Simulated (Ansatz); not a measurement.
## WF: start and end of a relaxation

Recipe of this trial structure of WF: close-packed anion layers stacked A, repeated with a shift to B, with sites between them filled layer by layer (R3m, No. 160) (elements of the layers in order: F). Lengths were set from tabulated atomic sizes, so they are only a guess.

start.cif

```cif
data_structure
_symmetry_space_group_name_H-M 'P 1'
_symmetry_Int_Tables_number 1
_cell_length_a 3.2314
_cell_length_b 3.2314
_cell_length_c 3.2314
_cell_angle_alpha 59.669
_cell_angle_beta 59.669
_cell_angle_gamma 59.669
_cell_volume 23.68
loop_
_atom_site_label
_atom_site_type_symbol
_atom_site_fract_x
_atom_site_fract_y
_atom_site_fract_z
_atom_site_occupancy
W1 W 0.24876 0.24876 0.24876 1
F1 F 0.00000 0.00000 0.00000 1
```

Computed with Ansatz, DFT PBE, scalar-relativistic, plane waves, PAW. Cutoff 420 eV, Gaussian smearing, Γ-centred meshes. Cell and atoms relax first on a coarse mesh and then on a finer one. In between, the cell is made exact in the group found at 0.06 Å. In metals the finer mesh still leaves noise of several meV/atom or more. The steps can't lower the symmetry of their start. No spin polarisation.

end.cif

```cif
data_structure
_symmetry_space_group_name_H-M 'P 1'
_symmetry_Int_Tables_number 1
_cell_length_a 5.3093
_cell_length_b 5.3093
_cell_length_c 5.3093
_cell_angle_alpha 29.816
_cell_angle_beta 29.816
_cell_angle_gamma 29.816
_cell_volume 32.76
loop_
_atom_site_label
_atom_site_type_symbol
_atom_site_fract_x
_atom_site_fract_y
_atom_site_fract_z
_atom_site_occupancy
W1 W 0.81412 0.81412 0.81412 1
F1 F 0.93712 0.93712 0.93712 1
```

The symmetry stays R3m (No. 160). The volume per atom grows by 38.4 %, from 11.8 to 16.4 Å³. The shortest distance goes from 1.97 Å (W–F) to 1.87 Å (W–F). The ratio c/a of the conventional cell changes by a factor of 2.26. The energy falls by about 1.7 eV/atom (the start's value is from the coarse mesh). The end is written in a standard setting, so origin, axes and order of atoms can differ from the start's.

For WF, the volume per atom is 16.4 Å³. The density is 10.3 g/cm³, the formation energy is −0.55 eV/atom and the gap on the 24×24×24 mesh of the 2-atom cell is 0 eV (a metal).

The zero of energy is the elements' standard structures at the same level (F₂ as a molecule); no fitted shifts are applied. It lies below the elements, which doesn't yet make it stable against other compounds or structures.

The last run used Gaussian smearing of 0.10 eV. No dispersion correction is applied, so the spacing and binding between layers, chains or molecules are poorly described. Spin–orbit coupling, which can matter for W, is left out. An odd number of electrons in the primitive cell allows no gap without spin; a larger cell or a magnetic state could open one. The cell is a metal run without spin; a magnetic state may lie lower. A structure relaxed within its symmetry needn't be a true minimum. In all, the 5 runs took 19 min on 1 thread of Intel(R) Xeon(R) Platinum 8259CL CPU @ 2.50GHz (Skylake/Cascade Lake) (shared host).
